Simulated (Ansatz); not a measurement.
Here is the system:

ZnCdSe₂:
```yaml
crystal:
  lattice:
    - [2.06487, 1.19215, 6.80922]
    - [-2.06487, 1.19215, 6.80922]
    - [0.00000, -2.38431, 6.80922]
  atoms:
    - { symbol: Zn, position: [0.49940, 0.49940, 0.49940] }
    - { symbol: Cd, position: [0.00188, 0.00188, 0.00188] }
    - { symbol: Se, position: [0.13022, 0.13022, 0.13022] }
    - { symbol: Se, position: [0.61849, 0.61849, 0.61849] }
```

This is the PBEsol-relaxed structure. Tensor components refer to the Cartesian frame of this cell.

Question: All from DFT-PBEsol in the program Ansatz with PAW potentials, unless another level is named. Estimate the hole effective mass, band 1 of 2 at the edge.

Answer: 0.92 along x, 1.5 along z (mₑ).

Question: What about the formation energy from the elements (no fitted shifts)?

Answer: -0.60 eV/atom.

Question: And the electron effective mass?

Answer: 0.064, 0.064, 0.074 mₑ (principal values).

Question: Next, the valence-band maximum?

Answer: at Γ.

Question: What about the weight of the conduction-edge state by species (Voronoi cells)?

Answer: Zn 36 %, Se 36 %, Cd 28 %.

Space group R3m. The first step of the workflow began from a Materials Project structure, measured or hypothetical; the Crystallography Open Database copy checked does not list it. Its standing as an ambient phase is unchecked. The PBEsol relaxation kept the symmetry of its start; its stability against distortions is not shown here. The references are the lowest solids computed at this level, not always the standard phases. Spin–orbit coupling is left out wherever it is not named.

Potentials: the later of the program's two PAW sets.

Edges and masses are those of Kohn–Sham bands, whose gap is no quasiparticle gap.
